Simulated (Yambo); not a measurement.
G0W0@PBE for InP (zinc blende, space group F-43m, No. 216) in Yambo. Reference settings: 4×4×4 Γ-centred k mesh, bands 5 to 225 and a 15 Ry block in the screening, 225 bands in G with the Bruneval-Gonze terminator, plasmon pole fitted at 27.2 eV. The PBE gap Γ → Γ on this mesh is 0.65 eV; G0W0 gaps are taken between the same points.

```tsv
change from the reference	G0W0 gap Γ → Γ (eV)	shift of the valence edge (eV)
reference settings	1.37	-0.76
76 bands in G	1.37	-0.76
76 bands in G, no terminator	1.32	-0.51
42 bands in W, 42 bands in G, 6 Ry block	1.40	-0.29
76 bands in W, 76 bands in G, 12 Ry block	1.37	-0.57
3 Ry block	?	-0.38
171 bands in W, 171 bands in G, 9 Ry block	1.37	-0.69
171 bands in W, 171 bands in G	1.37	-0.73
```

Q: Estimate the withheld gaps from the other rows; the computed values follow.

A: 
- 3 Ry block, G0W0 gap Γ → Γ (eV): 1.31

The reference isn't shown to be the converged limit.

Spin-orbit coupling is not included.

Geometry relaxed with PBEsol; primitive cell a = 4.1586 Å, b = 4.1586 Å, c = 4.1586 Å, α = 60.00°, β = 60.00°, γ = 60.00°.

A shift is the quasiparticle energy of the state minus its PBE energy.

The potentials are those of PseudoDojo's stringent table.
